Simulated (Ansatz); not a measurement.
Data:

MoIr in space group P-6m2 (No. 187; Mo on 1a, Ir on 1d), a = b = 2.739 Å, c = 4.404 Å, α = β = 90.00°, γ = 120.00°.

This is the LDA-relaxed structure.

Task: All from plane-wave PAW LDA (Ansatz code), unless another level is named. Predict the density of states at the Fermi level.

Result: 0.78 states/eV per atom (mean over ±0.08 eV).

Task: And the formation energy from the elements (no fitted shifts)?

Result: -224 meV/atom.

The first step of the workflow began from a Materials Project structure, measured or hypothetical; the Crystallography Open Database copy checked does not list it. COD files the formula under space group No. 51. With Mo and Ir taken as one species the cell has the higher symmetry P6_3/mmc, so it may be an ordered model of a mixed-site phase. Whether it is the stable phase at ambient conditions was not checked. The cell was relaxed with LDA under the symmetry of its start; whether a distortion lowers the energy is not shown. The run is not spin-polarised. Axis ratios of metals converge slowly with the k-mesh, so a and c are less sure than the volume. The references are the lowest solids computed at this level, not always the standard phases. Spin–orbit coupling is left out wherever it is not named.

Potentials: the later of the program's two PAW sets.
